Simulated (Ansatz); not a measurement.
SrGa₃ (AuCu3-type structure)

Computed with Ansatz (plane waves, PAW, 420 eV cutoff): PBEsol, scalar-relativistic, no spin polarisation, Γ-centred 8×8×8 mesh, 0.05 eV Gaussian smearing; PAW files: Ansatz's generated set soft_2.

```
CELL_PARAMETERS angstrom
4.42933 0.00000 0.00000
0.00000 4.42933 0.00000
0.00000 0.00000 4.42933
ATOMIC_POSITIONS crystal
Sr 0.00000 0.00000 0.00000
Ga 0.00000 0.50000 0.50000
Ga 0.50000 0.50000 0.00000
Ga 0.50000 0.00000 0.50000
```

This is a trial structure made by placing the elements on a prototype's sites, so it needn't be the stable form.

The cell has space group Pm-3m (read at 0.01 Å). In it the stress is 0.02, 0.02, 0.02, 0.00, 0.00, 0.00 GPa and the largest force component 0.000 eV/Å. Each change below starts from this cell, without further relaxation. Stress is in GPa, positive in compression, in the order xx, yy, zz, yz, xz, xy; energies are counted from the cell above and are free energies with the smearing's entropy, which match forces and stress in a metal.

Task: What happens when atom 1 (Sr) is moved by 0.02 Å along y?

Result: The energy changes by 1.2 meV per cell, and the force on it along the shift is -0.123 eV/Å (−F/u = 6.16 eV/Å²). Stress: 0.03, 0.03, 0.03, 0.00, 0.00, 0.00.
```
atom  Fx (eV/Å)      Fy     Fz
 Sr1      0.000  -0.123  0.000
 Ga2      0.000   0.061  0.000
 Ga3      0.000   0.061  0.000
 Ga4      0.000   0.001  0.000
```
In a harmonic crystal the energy would rise by −½F·u = ½ × 6.16 × 0.02² eV = 1.2 meV, which matches.

Task: What stress follows from an engineering strain of -1 % in yz, atoms carried along?

Result: 0.04, 0.02, 0.02, 0.35, 0.00, 0.00 GPa; the energy changes by 1.0 meV per cell.
The change of the stress over the strain gives a clamped-atom stiffness of about 35 GPa for this component.
